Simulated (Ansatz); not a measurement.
SrLi₂SnS₄: field gradients at two levels of theory

Cell: a refined structure from the COD whose atoms were relaxed with PBE, the cell held.

Space group I-42m (No. 121); a = 6.6590, c = 7.9180 Å.

```
site  Wyckoff  site symmetry       x       y       z
  Li       4d           -4..  0.5000  0.0000  0.2500
  Sr       2b           -42m  0.0000  0.0000  0.5000
  Sn       2a           -42m  0.0000  0.0000  0.0000
   S       8i            ..m  0.2094  0.2094  0.8255
```

One atom of each set is listed; the run and its k-mesh use a cell of 8 atoms with edges of 6.15, 6.15, 6.15 Å.

First run. Level of theory: DFT, PBE, plane waves and PAW, scalar-relativistic, 420 eV cutoff, Γ-centred 6×6×6 k-points, Fermi–Dirac smearing 0.02 eV (Ansatz 0.2.0).

```
site  V_zz (10²¹ V/m²)     η
  Li              0.23  0.00
  Sr             0.027  0.00
  Sn              0.42  0.00
   S             13.53  0.11
```

Second run. The same atoms and settings, except that the functional is r2SCAN and the cutoff is 500 eV.

**Question.** Given the first result, estimate the second.

**Answer.** 

```json
{"site": "Li", "V_zz": "0.21", "η": "0.00", "change of V_zz": "-0.02"}
{"site": "Sr", "V_zz": "0.21", "η": "0.00", "change of V_zz": "+0.18"}
{"site": "Sn", "V_zz": "0.28", "η": "0.00", "change of V_zz": "-0.14"}
{"site": "S", "V_zz": "13.41", "η": "0.11", "change of V_zz": "-0.12"}
```

The largest change of V_zz is on Sr, from 0.027 to 0.21. In per cent, |V_zz| changes by -1 on S (all sites that start above 0.5). Isomer shifts (Sn against SnO₂, from the density at the nucleus and a line fitted to measured compounds for each functional; the lines scatter by about 0.1 mm/s, so smaller changes between functionals mean little): Sn 1.28 → 1.29 mm/s.

Without spin–orbit coupling (the program notes it for Sn and Sr) the gradients are little affected as a rule: paired runs on crystals with a gap mostly move them by under 2 % at such atoms.
For the first run: With these PAW files V_zz is typically within 2 to 3 % of all-electron values, but misses above 10 % occur on Li.
For the second run: The largest force is 0.3 eV/Å, so the atoms aren't at the calculated equilibrium and relaxing them would move these values. With these PAW files V_zz is typically within 2 to 3 % of all-electron values, but misses above 10 % occur on Li, Sn.
